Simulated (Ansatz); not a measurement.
Relaxed-ion elastic tensor of YF$_{3}$ in space group P-3c1 (No. 165; Y on 6f, F on 12g, F on 4d, F on 2a) in GPa (Voigt order), plane-wave PAW PBEsol (Ansatz code); density 5.35 g/cm³, 11.33 Å³ per atom.

```
 207   103  82.7  -2.5   0.0   0.0
 103   207  82.7   2.5   0.0   0.0
82.7  82.7   257   0.0   0.0   0.0
-2.5   2.5   0.0  49.0   0.0   0.0
 0.0   0.0   0.0   0.0  49.0  -2.5
 0.0   0.0   0.0   0.0  -2.5  51.9
```

Question: Is the crystal mechanically stable?

Answer: Yes: the smallest eigenvalue of C is 47.6 GPa.

Question: Work out the Voigt, Reuss and Hill averages.

Answer: K_V = 134, K_R = 134, K_H = 134; G_V = 56.8, G_R = 54.5, G_H = 55.7 GPa.

Question: Give Young's modulus, Poisson's ratio, Pugh's ratio and the universal anisotropy index.

Answer: E = 9KG/(3K + G) = 147 GPa; ν = 0.32; K/G = 2.41 (ductile by the Pugh limit of 1.75); A_U = 5G_V/G_R + K_V/K_R − 6 = 0.21.

Question: Estimate the sound speeds and the Debye temperature.

Answer: v_l = √((K + 4G/3)/ρ) = 6240 m/s, v_t = √(G/ρ) = 3230 m/s, mean 3610 m/s; Θ = (h/k)(3n/4πV)^(1/3) v_m = 479 K.

Question: How much does each axis shrink under pressure?

Answer: Linear compressibilities β_i = Σ_j S_ij (j = 1 to 3): x 2.6, y 2.6, z 2.2 per TPa.

The workflow started from a Materials Project entry (that database holds measured and hypothetical structures alike); the Crystallography Open Database copy checked does not list it. COD files the formula under space group No. 62, 221. Whether it is the stable phase at ambient conditions was not checked. The PBEsol relaxation kept the symmetry of its start; whether a distortion lowers the energy is not shown. The run is not spin-polarised.

Potentials: the later of the program's two PAW sets.
